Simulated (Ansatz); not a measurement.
**Wurtzite alloy of ZnO and MgO (9 of 48 Zn sites exchanged), 96 atoms**

Ansatz, PAW, plane waves. PBEsol relaxation of cell lengths and atoms (angles held) at the single k point (¼, ¼, ¼) without its symmetry partners; single points on the relaxed atoms at the Γ point alone, onto which points of the small cell's zone fold. Arrangement: quasirandom. No spin–orbit coupling unless named.

Relaxed structure:

```
Zn Mg O
1.0
     9.71841    0.00000    0.00000
     0.00000   11.21462    0.00000
     0.00000    0.00000   10.39071
Zn Mg O
39 9 48
Direct
  0.16706 0.08294 0.24982
  0.99885 0.33485 0.24826
  0.00007 0.33250 0.74772
  0.49932 0.08239 0.25192
  0.33344 0.33287 0.74902
  0.16588 0.58278 0.24724
  0.16646 0.58310 0.74803
  0.00101 0.83288 0.24828
  0.99979 0.83361 0.74824
  0.83357 0.08341 0.24903
  0.83232 0.08417 0.74931
  0.66649 0.33229 0.75059
  0.49975 0.58299 0.24721
  0.50036 0.58330 0.74830
  0.33241 0.83232 0.24918
  0.33343 0.83251 0.74879
  0.83418 0.58286 0.24798
  0.83315 0.58504 0.74798
  0.66655 0.83233 0.25051
  0.66665 0.83401 0.74909
  0.99852 0.16654 0.49751
  0.00129 0.16600 0.99914
  0.33410 0.16747 0.49990
  0.33378 0.16502 0.99988
  0.16713 0.41519 0.49882
  0.16593 0.41603 0.99777
  0.00115 0.66582 0.49758
  0.99972 0.66749 0.99742
  0.66472 0.16601 0.00109
  0.50037 0.41673 0.49898
  0.49972 0.41726 0.99893
  0.33227 0.66522 0.49791
  0.33240 0.66644 0.99754
  0.16671 0.91445 0.49867
  0.16677 0.91672 0.99825
  0.83227 0.41748 0.49994
  0.66644 0.66696 0.49735
  0.66785 0.66743 0.99766
  0.83332 0.91648 0.99909
  0.16563 0.08380 0.74708
  0.50092 0.08471 0.74931
  0.33233 0.33371 0.24737
  0.66761 0.33597 0.24754
  0.66806 0.16933 0.49782
  0.83506 0.41726 0.99631
  0.49838 0.91464 0.49852
  0.49986 0.91632 0.00051
  0.83516 0.91575 0.49743
  0.00049 0.16689 0.18966
  0.99901 0.16639 0.68817
  0.33360 0.16619 0.19018
  0.33331 0.16643 0.69022
  0.16594 0.41639 0.18811
  0.16690 0.41628 0.68890
  0.00007 0.66681 0.18779
  0.00031 0.66690 0.68802
  0.66593 0.16739 0.19202
  0.66666 0.16711 0.68791
  0.49938 0.41640 0.18907
  0.50029 0.41634 0.68945
  0.33285 0.66621 0.18807
  0.33337 0.66599 0.68842
  0.16689 0.91680 0.18865
  0.16690 0.91651 0.68910
  0.83366 0.41727 0.18613
  0.83288 0.41718 0.69067
  0.66692 0.66638 0.18847
  0.66634 0.66729 0.68813
  0.49981 0.91604 0.19077
  0.49965 0.91754 0.68933
  0.83335 0.91626 0.18999
  0.83336 0.91716 0.68800
  0.16688 0.08286 0.44075
  0.16699 0.08306 0.93749
  0.99905 0.33368 0.43897
  0.00036 0.33232 0.93795
  0.50117 0.08281 0.44270
  0.50004 0.08224 0.93919
  0.33380 0.33326 0.43768
  0.33341 0.33265 0.94010
  0.16655 0.58162 0.43777
  0.16602 0.58294 0.93823
  0.00071 0.83222 0.43825
  0.99990 0.83404 0.93859
  0.83258 0.08271 0.43926
  0.83275 0.08374 0.94013
  0.66693 0.33489 0.43738
  0.66698 0.33319 0.94120
  0.49980 0.58327 0.43814
  0.50026 0.58384 0.93864
  0.33258 0.83177 0.43891
  0.33355 0.83330 0.93933
  0.83346 0.58354 0.43844
  0.83363 0.58392 0.93799
  0.66686 0.83390 0.44024
  0.66643 0.83404 0.93944
```

(1) What are the mean bond lengths by pair (pairs within 1.2 times the sum of covalent radii, less contacts 15 % beyond the pair's median; cation–cation pairs of compounds aside; long ionic contacts are cut short by that bound)?

(2) What gap lies between the top filled and the lowest empty level in the single points?

Results:

(1) Mg–O 1.969 ± 0.006 Å (standard deviation, 36 bonds); O–Zn 1.972 ± 0.006 Å (standard deviation, 156 bonds).

(2) HSE06 2.97 eV (52 s on NVIDIA H100).
